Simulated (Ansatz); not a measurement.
Relaxed-ion elastic tensor of AlCo (CsCl type, space group No. 221) in GPa (Voigt order), plane-wave PAW PBE (Ansatz code); density 6.15 g/cm³, 11.60 Å³ per atom.

```json
[
 {"": "1", "1": "281", "2": "128", "3": "128", "4": "0.0", "5": "0.0", "6": "0.0"},
 {"": "2", "1": "128", "2": "281", "3": "128", "4": "0.0", "5": "0.0", "6": "0.0"},
 {"": "3", "1": "128", "2": "128", "3": "281", "4": "0.0", "5": "0.0", "6": "0.0"},
 {"": "4", "1": "0.0", "2": "0.0", "3": "0.0", "4": "141", "5": "0.0", "6": "0.0"},
 {"": "5", "1": "0.0", "2": "0.0", "3": "0.0", "4": "0.0", "5": "141", "6": "0.0"},
 {"": "6", "1": "0.0", "2": "0.0", "3": "0.0", "4": "0.0", "5": "0.0", "6": "141"}
]
```

Task: Is the crystal mechanically stable?

Result: Yes: the smallest eigenvalue of C is 141 GPa.

Task: Work out the Voigt, Reuss and Hill averages.

Result: K_V = 179, K_R = 179, K_H = 179; G_V = 115, G_R = 105, G_H = 110 GPa.

Task: Give Young's modulus, Poisson's ratio, Pugh's ratio and the universal anisotropy index.

Result: E = 9KG/(3K + G) = 275 GPa; ν = 0.24; K/G = 1.62 (brittle by the Pugh limit of 1.75); A_U = 5G_V/G_R + K_V/K_R − 6 = 0.47.

Task: Estimate the sound speeds and the Debye temperature.

Result: v_l = √((K + 4G/3)/ρ) = 7280 m/s, v_t = √(G/ρ) = 4240 m/s, mean 4700 m/s; Θ = (h/k)(3n/4πV)^(1/3) v_m = 618 K.

Task: Give the Zener ratio and Young's modulus along [100], [110] and [111].

Result: A = 2C44/(C11 − C12) = 1.85; 1/E = S11 − 2(S11 − S12 − S44/2)Γ with Γ = 0, 1/4, 1/3 gives 201, 287, 336 GPa.

Task: Solve the Christoffel equation for the three sound speeds along [100], [110], [111].

Result: Eigenvalues of C_ijkl n_j n_l equal ρv². In km/s, slowest first: [100] 4.79, 4.79, 6.76; [110] 3.52, 4.79, 7.50; [111] 3.99, 3.99, 7.73.

Space group Pm-3m (CsCl type). Symmetry was held in the PBE relaxation; phonons on a q-mesh show no instability. No spin polarisation was allowed. As this level gives no gap, shear constants depend on the k-mesh and smearing (Fermi–Dirac, 0.1 eV here).

Potentials: the later of the program's two PAW sets.
